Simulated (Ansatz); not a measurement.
The relaxed structure here is a generated cell of ZrS3: the first start was made by placing the elements on the sites of a structure type, and the end was not matched to a known phase here, so it may be hypothetical.

The start is a generated trial cell of ZrS3 in the AFLOW prototype AB3_tP4_123_a_ce (L6_0, as in Ti3Cu). Cell shape, volume and atoms are optimised at zero target pressure with r2SCAN (plane waves to 500 eV, PAW, scalar-relativistic; Ansatz, a program for electronic structure). First-step values are on the input's coarse k-mesh.

Ansatz input (later rounds restart from its end on a renewed k-mesh):
Ansatz 0.2 input:
```yaml
crystal:
  lattice:
    - [4.6380208, 0, 0]
    - [0, 4.6380208, 0]
    - [0, 0, 4.0089098]
  atoms:
    - { symbol: S, position: [0.5, 0.5, 0] }
    - { symbol: S, position: [0, 0.5, 0.5] }
    - { symbol: S, position: [0.5, 0, 0.5] }
    - { symbol: Zr, position: [0, 0, 0] }
basis: { ecutwfc: 500, ecutrho_ratio: 4, xc_grid: 4, fft_grid_basis: typed }
kpoints: { mp_grid: { grid: [5, 5, 6] } }
hamiltonian:
  xc: r2scan
  dispersion: none
  pseudopotentials: { kind: paw }
scf: { occupations: { method: fermi_dirac, width: 0.05 } }
relax: { f_tol: 0.01, max_steps: 100, cell: { stress_tol: 0.02 } }
output: { forces: true, stress: true }
```

What pressure does the first self-consistent step give?

-15 GPa (negative: the cell is under tension).

By how much does the energy per atom fall from start to end?

0.34 eV/atom.

How does the volume change?

-22.2 %, from 21.56 to 16.77 Å³/atom.

How do the shortest distances between atoms change?

The closest pairs of elements (up to four, under 3.6 Å), start → end: S–S 3.07 → 2.79 Å; S–Zr 3.07 → 2.79 Å; Zr–Zr 4.01 → 3.34 Å.

Is the relaxed structure metallic? Give its gap.

Zero (metallic).

Give the final cell and atomic positions.


Space group P4/mmm (No. 123); a = b = 4.479 Å, c = 3.343 Å, α = β = γ = 90.00°

```csv
atom,site,symmetry,x,y,z
S,1c,4/mmm,0.5000,0.5000,0.0000
S,2e,mmm.,0.0000,0.5000,0.5000
Zr,1a,4/mmm,0.0000,0.0000,0.0000
```

The space group stays P4/mmm (No. 123) (the run could not lower it); the end is AFLOW prototype AB3_tP4_123_a_ce (L6_0, as in Ti3Cu), with 4 atoms in the primitive cell. Final values are on a 11×11×14 k-mesh of the relaxed cell. No spin polarisation in the result.

The run could not lose the symmetry of its start: the end is stationary, and may be a saddle point rather than a minimum.

All atoms sit on sites fixed by symmetry, so only the cell could relax.
